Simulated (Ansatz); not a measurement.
SiC (4H polytype, P6_3mc), the program Ansatz at the r²SCAN level (PAW), all energies at zero smearing, with the estimated change up to a 700 eV cutoff added, with one set of potentials and settings (totals compare only within such a set). Cell of 8 atoms (4 Si, 4 C): -3565.346 eV.

| element | reference phase | E (eV/atom) |
|---|---|---|
| Si | Fd-3m, 2 atoms in the cell | -639.0667 |
| C | P6_3/mmc, 4 atoms in the cell | -251.6711 |

Formation energy per atom, worked out: (-3565.346 − 4×(-639.0667) − 4×(-251.6711))/8 = -0.299 eV/atom (-29 kJ per mol of atoms), at 0 K, without zero-point energy or fitted corrections.

Symmetry was held in the r²SCAN relaxation; phonons on a q-mesh show no instability. The references are the lowest solids computed at this level, not always the standard phases.

Potentials: the later of the program's two PAW sets.
